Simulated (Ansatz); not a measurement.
## Two states of BaTiO$_{3}$

```
CELL_PARAMETERS angstrom
4.12795 0.00000 0.00000
0.00000 8.25589 0.00000
0.00000 0.00000 4.12795
ATOMIC_POSITIONS crystal
O 0.00000 0.00000 0.50000
O 0.00000 0.50000 0.50000
O 0.50000 0.00000 0.00000
O 0.50000 0.50000 0.00000
O 0.00000 0.25000 0.00000
O 0.00000 0.75000 0.00000
Ti 0.50000 0.25000 0.50000
Ti 0.50000 0.75000 0.50000
Ba 0.00000 0.00000 0.00000
Ba 0.00000 0.50000 0.00000
```

Level: PBE, with U_eff = 6.28 eV on Ti d (all-electron-ortho-atomic projectors); 420 eV; 6×3×6 Γ-centred mesh; fermi-dirac occupations (width 0.1 eV); Ansatz 0.2.0, fixed geometry.

State A: Ti7 up, Ti8 down (collinear spin). State B: Ti7 up, Ti8 up (collinear spin).

Task: Compare the two self-consistent states.

Result: State B is lower by 1.0 meV an atom at zero smearing. So small a gap isn't resolved on this mesh where a state is a metal.

| state | free energy (meV/atom) | largest moment in a small sphere (μB) | net moment (μB/cell) | gap on mesh (eV) | pressure (GPa) | largest force (eV/Å) |
| --- | --- | --- | --- | --- | --- | --- |
| A | 1.0 | 1.79 | 0.00 | metal | 40.7 | 0.00 |
| B | 0.0 | 1.80 | 4.29 | metal | 40.7 | 0.00 |

Origin: a database entry at a rescaled volume. Caveats: atoms or cell far from equilibrium.

Ba sits on the octahedral site here and Ti on the 12-fold one, the reverse of the real perovskite.
